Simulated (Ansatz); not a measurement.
MgB₂: an alloy series on one sublattice

MgB₂, P6/mmm, a = 3.076 Å, c = 3.520 Å. The structure is a Materials Project entry; whether it is the stable form wasn't checked. Ansatz: PBE, PAW, 420 eV, Γ-centred 8×8×6 mesh on 12 atoms, Gaussian smearing 0.10 eV; no spin polarisation. Sr replaces Mg on a share x of its sites in ordered cells of 12 atoms, relaxed within their symmetry; both ends keep this structure. The mixing energy is per mixed site over the two ends. The end at x = 1, SrB₂, was made by replacing every Mg; whether it exists in this structure wasn't checked, and against its stable phases the mixing energies would lie higher.

```
    x mixing energy (meV/site) V (Å³/atom)
0.000                       0.0        9.617
0.250                     206.6       10.914
0.500                     193.8       11.989
0.750                         ?            ?
1.000                       0.0       13.924
```

Q: Fit the regular-solution form ΔH = Ω x(1 − x), and V = the straight line between the end volumes + b x(1 − x), to the other rows and predict the missing row.

A: With w = x(1 − x): x = 0.250, w = 0.1875, ΔH/w = 1102, excess volume 0.220; x = 0.500, w = 0.2500, ΔH/w = 775, excess volume 0.219. Least squares through zero (Σ w·y / Σ w²) gives Ω = 892.8 meV and b = 0.9822 Å³. ΔH/w isn't constant, so Ω is only an average. At face value a random solution would unmix below Ω/2k_B = 5200 K, above the melting point of any solid: the ends would hardly mix on this lattice, though an ordered compound of another structure can still form. At x = 0.750, w = 0.1875: ΔH = 167.4 meV/site and V = 13.031 Å³/atom (computed 13.976). The run gave 21.5 meV/site, so the fit is 145.9 meV/site too high, 71 % of the span of the series, against an rms of 34.6 meV/site on the fitted rows. ΔH/w is 115 meV in this row and 775 to 1102 in the others: each row is one ordered cell, not a random alloy, and the form has no term for order or for a skew between the two ends.

The computed energies at x = 0.250 and 0.750 differ by 185.1 meV/site, though both cells hold the same order with the two species exchanged: a skew, which a form symmetric in x can't hold.

Cost: 5 runs of about 57 core-minutes in all, on Arm Neoverse N1 (shared hosts).